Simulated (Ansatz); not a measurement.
Space group C2/m (No. 12). a = 12.227 Å, b = 3.318 Å, c = 5.668 Å, α = 90.00°, β = 116.97°, γ = 90.00°
```
atom site symmetry x y z
  Ti    4i m  0.2562  0.0000  0.2648
  Fe    2a       2/m  0.0000  0.0000  0.0000
   S    4i m  0.3851  0.0000  0.0443
   S    4i m  0.3899  0.5000  0.5568
```

Equation of state of this Ti₂FeS₄ structure (not necessarily the ground state), with shape and atoms relaxed at each volume where symmetry leaves them free. It has no gap at any of these volumes. All numbers below come from Ansatz 0.2.0, DFT PBEsol, scalar-relativistic, plane waves, PAW.

Cutoff 420 eV; k points 12×12×8 on the computed 7-atom cell (Γ-centred); Gaussian smearing, width 0.10 eV; no spin polarisation.

```
V (Å³/atom) E − E(largest V) (meV/atom) P (GPa)
     13.760                         4.06     8.52
     14.199                       -12.66     3.92
     14.639                       -17.76     0.02
     15.078                       -13.03    -3.28
     15.517                         0.00    -6.05
```

**Question.** Fit a third-order Birch–Murnaghan equation to E(V).

**Answer.** V0 = 14.63 Å³/atom, B0 = 119 GPa, B0' = 4.6.

Spin polarisation was left out, and a magnetic state may lie lower.

Cost: 5 runs of about 15 core-minutes in all, on Intel Xeon 6975P-C (Granite Rapids) (shared hosts).